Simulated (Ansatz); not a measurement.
## AlWO: reading a single point

```
CELL_PARAMETERS angstrom
3.38776 0.00000 0.00000
0.00000 3.37840 0.00000
0.00000 0.00000 7.17794
ATOMIC_POSITIONS crystal
Al 0.00000 0.50000 0.07000
Al 0.50000 0.00000 0.93000
O 0.00000 0.00000 0.94000
O 0.50000 0.50000 0.06000
W 0.00000 0.00000 0.30000
W 0.50000 0.50000 0.70000
```

Single point in Ansatz 0.2.0 with r2SCAN, no spin polarisation. Cutoff 500 eV, PAW datasets, 10×10×5 Γ-centred k mesh, fermi-dirac filling (width 0.0206 eV).

(1) Is there a gap?

(2) What does the stress say?

(3) Which element gives electrons and which takes them?

(4) Where is the largest force?

Origin: a known structure type with other elements, at an estimated volume, so it need not be a known compound. Caveats: many states at the Fermi level without spin polarisation, so a magnetic state may lie lower; atoms or cell far from equilibrium.

Results:

(1) It is a metal, with about 4.3 states/eV a cell as the mean within 0.25 eV of the Fermi level, mostly W d (82 %).

(2) The pressure is 30.4 GPa (compression positive), so with the atoms held at these fractions the cell would first expand; the forces are large, so a full relaxation may end otherwise. The principal stresses 21.7, 31.6, 38.0 GPa differ, so its shape would change too.

(3) Bader charges in e: Al +2.39, W -0.60, O -1.79. In the mean Al gives up most and O takes most.

(4) The largest is on W5 (and as large on other atoms): 7.89 eV/Å, components (0.00, 0.00, 7.89). It makes 134° with the line to a nearest neighbour, Al1 at 2.36 Å.
